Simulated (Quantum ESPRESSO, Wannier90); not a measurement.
# Bi2Pd (I4/mmm), plane waves to Wannier functions

```
begin unit_cell_cart
ang
    0.0000000000   -3.3866800000    0.0000000000
    3.3866800000    0.0000000000    0.0000000000
   -1.6933400000    1.6933400000    6.6234700000
end unit_cell_cart
begin atoms_frac
Bi  -0.3676800000 -0.3676800000  0.2646400000
Bi   0.3676800000  0.3676800000 -0.2646400000
Pd   0.0000000000  0.0000000000  0.0000000000
end atoms_frac
```

Structure: Materials Project mp-570197, symmetrised, not relaxed again. COD (Crystallography Open Database) has the formula in 2 space groups, this one among them (matched by group alone). Level: PBEsol, no spin polarisation, no spin-orbit coupling; pw.x of Quantum ESPRESSO at 66 Ry with PseudoDojo potentials, 6×6×6 k-points, Wannier90. Density: 12×12×12 mesh, cold smearing 0.01 Ry. Spin-orbit coupling is left out although heavy elements are present.

A tight-binding model is made by disentanglement and projection with no localisation steps (num_iter = 0), so the 17 orbitals stay atom-like: hydrogen-like Bi: s;p; Pd: s;p;d, axes along x, y, z; frozen window up to 1.50 eV relative to the Fermi level. It follows pw.x to 90 meV rms for states up to 1.0 eV relative to the Fermi level. Matrix elements depend on this choice of orbitals and windows. Bands 5–14 (Bi 5d 100 %) lie between the kept ones and are excluded.

Question: What are the on-site energies relative to the Fermi level, and how fast do the hoppings decay?

Answer: 
```
atom     orbitals  energy (eV)
----  -----------  -----------
Bi1             s       -10.63
Bi1            pz        -2.13
Bi1         px py        -1.78
Bi2             s       -10.63
Bi2            pz        -2.13
Bi2         px py        -1.78
Pd3             s       -80.83
Pd3            pz       -49.33
Pd3         px py       -49.41
Pd3    dz2 dx2-y2        -3.04
Pd3   dxz dyz dxy        -3.12
```

```
distance of the centres (Å)  largest modulus (eV)
---------------------------  --------------------
2–3                                           3.2
3–4                                           2.4
4–5                                          0.80
5–6                                          0.55
6–7                                           1.0
7–8                                          0.14
8–9                                          0.43
```
